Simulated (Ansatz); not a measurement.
**Two-dimensional strain map in Bi2TeSe2**

All numbers below come from Ansatz 0.2.0, DFT r2SCAN, scalar-relativistic, plane waves, PAW. Cutoff 500 eV, Γ-centred 6×6×6 k-points, Gaussian smearing of 0.05 eV. Spin–orbit coupling is left out, which matters for the heavy elements here. No spin polarisation. Energies are free energies at this smearing, counted from the undisturbed cell; pressure is positive in compression.

The starting cell (as given, not relaxed at this level; it stands at 3.8 GPa, and it needn't be the usual structure):

```
Bi Te Se
1.0
     2.09150    1.20753    9.71233
    -2.09150    1.20753    9.71233
     0.00000   -2.41506    9.71233
Bi Te Se
2 1 2
Cartesian
  0.0000 0.0000 11.5983
  0.0000 0.0000 17.5387
  0.0000 0.0000 0.0000
  0.0000 0.0000 6.1654
  0.0000 0.0000 22.9716
```

The cell is strained by p along both x and y and by q along z, fractional coordinates fixed. Points are written (p, q).

Energy above the undisturbed cell in meV/atom (a dash: not computed):

```
 p \ q  -0.030  -0.015  0.000  0.015  0.030
-0.030   121.1    91.4   67.1   47.9   33.5
-0.015    68.6    45.2   26.6   12.7    3.4
 0.000    31.2    13.3    0.0   -9.0  -13.9
 0.015     7.4    -5.4  -14.0  -18.7  -19.5
 0.030    -4.2   -12.4  -16.7  -17.4  -14.6
```

Pressure in GPa:

| p \ q | -0.030 | -0.015 | 0.000 | 0.015 | 0.030 |
| --- | --- | --- | --- | --- | --- |
| -0.030 | 11.9 | 10.3 | 8.8 | 7.4 | 6.0 |
| -0.015 | 8.9 | 7.5 | 6.1 | 4.9 | 3.7 |
| 0.000 | 6.2 | 5.0 | 3.8 | 2.7 | 1.7 |
| 0.015 | 3.9 | 2.8 | 1.7 | 0.8 | -0.1 |
| 0.030 | 1.9 | 0.9 | 0.0 | -0.9 | -1.6 |

Gap on the k-mesh in eV:

| p \ q | -0.030 | -0.015 | 0.000 | 0.015 | 0.030 |
| --- | --- | --- | --- | --- | --- |
| -0.030 | 0.69 | 0.75 | 0.82 | 0.88 | 0.90 |
| -0.015 | 0.67 | 0.73 | 0.79 | 0.85 | 0.91 |
| 0.000 | 0.64 | 0.70 | 0.75 | 0.81 | 0.87 |
| 0.015 | 0.60 | 0.66 | 0.72 | 0.77 | 0.83 |
| 0.030 | 0.57 | 0.62 | 0.68 | 0.73 | 0.78 |

Cost: 25 runs of about 15 core-minutes in all, on Arm Neoverse V1 (shared hosts).